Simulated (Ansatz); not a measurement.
HfMo2: pressure against volume

HfMo2, Fd-3m, a = 7.545 Å. The structure is a COD entry; whether it is the stable form wasn't checked. Ansatz: r2SCAN, PAW, 500 eV, Γ-centred 8×8×8 mesh on 6 atoms, Gaussian smearing 0.10 eV; no spin polarisation. Symmetry fixes shape and atoms, so the cell is only scaled; pressure is positive in compression.

| V (Å³/atom) | P (GPa) |
| --- | --- |
| 15.752 | ? |
| 16.289 | 23.44 |
| 16.826 | 14.44 |
| 17.363 | 6.68 |
| 17.900 | -0.01 |
| 18.437 | -5.77 |
| 18.974 | -10.72 |
| 19.690 | -16.25 |

Problem. Take V0 = 17.900 Å³/atom, count pressures from its P0 = -0.01 GPa, fit the third-order Birch–Murnaghan form to the other rows, and predict the missing pressure.

Solution. With the Eulerian strain f = ½[(V0/V)^(2/3) − 1] and y = (P − P0)/[3f(1 + 2f)^(5/2)], the form is the line y = B0 + 1.5 B0 (B0′ − 4) f. Rows (f, y): 0.03245, 205.8; 0.02106, 206.3; 0.01026, 206.6; -0.00976, 206.7; -0.01905, 206.5; -0.03078, 206.1. Means f = 0.0006967, y = 206.33; Σ(Δf)² = 0.003004, ΣΔfΔy = -0.01484; the slope is their ratio. y = 206.3 − 4.941 f GPa, so B0 = 206.3 GPa and B0′ = 4 + 2 × (-4.941)/(3 × 206.3) = 3.98. At V = 15.752, f = 0.04448, y = 206.08 and P = 34.02 GPa. The run gave 33.90 GPa, so the fit is 0.12 GPa too high, a small miss on the scale of the series.

Spin–orbit coupling is left out, which can shift energies with elements as heavy as these.